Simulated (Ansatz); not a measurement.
Space group P4/mmm (No. 123). a = 3.911 Å, b = 3.911 Å, c = 15.644 Å, α = 90.00°, β = 90.00°, γ = 90.00°
```tsv
atom	site	symmetry	x	y	z
Ba	1a	4/mmm	0.0000	0.0000	0.0000
Sr	2g	4mm	0.0000	0.0000	0.2522
Sr	1b	4/mmm	0.0000	0.0000	0.5000
Ti	2h	4mm	0.5000	0.5000	0.1284
Ti	2h	4mm	0.5000	0.5000	0.3760
O	4i	2mm.	0.0000	0.5000	0.1299
O	4i	2mm.	0.0000	0.5000	0.3761
O	1c	4/mmm	0.5000	0.5000	0.0000
O	2h	4mm	0.5000	0.5000	0.2520
O	1d	4/mmm	0.5000	0.5000	0.5000
```

Equation of state of this BaSr3Ti4O12 structure (not necessarily the ground state), with shape and atoms relaxed at each volume where symmetry leaves them free. Level of theory: DFT PBEsol, scalar-relativistic, plane waves, PAW in Ansatz.

Settings: cutoff 420 eV, Γ-centred mesh 8×8×2 on the computed 20-atom cell, Gaussian smearing of 0.02 eV; no spin polarisation.

```csv
V (Å³/atom),E − E(largest V) (meV/atom),P (GPa),gap on mesh (eV)
10.531,66.57,31.16,2.02
10.890,8.03,21.36,1.97
11.249,-30.27,13.05,1.93
11.608,-51.40,5.99,1.88
11.967,-57.91,-0.01,1.83
12.326,-52.00,-5.11,1.78
12.685,-35.61,-9.44,1.73
13.163,0.00,-14.21,1.66
```

Q: Fit a third-order Birch–Murnaghan equation to E(V).

A: V0 = 11.97 Å³/atom, B0 = 184 GPa, B0' = 4.4.

Spin-orbit coupling is left out, which matters for the bands of heavy elements.

The gaps are read on the mesh, which can miss the band edges, so they can be too wide.

Cost: 8 runs of about 62 core-minutes in all, on Intel Xeon Processor @ 2.50GHz (Skylake/Cascade Lake) (shared hosts).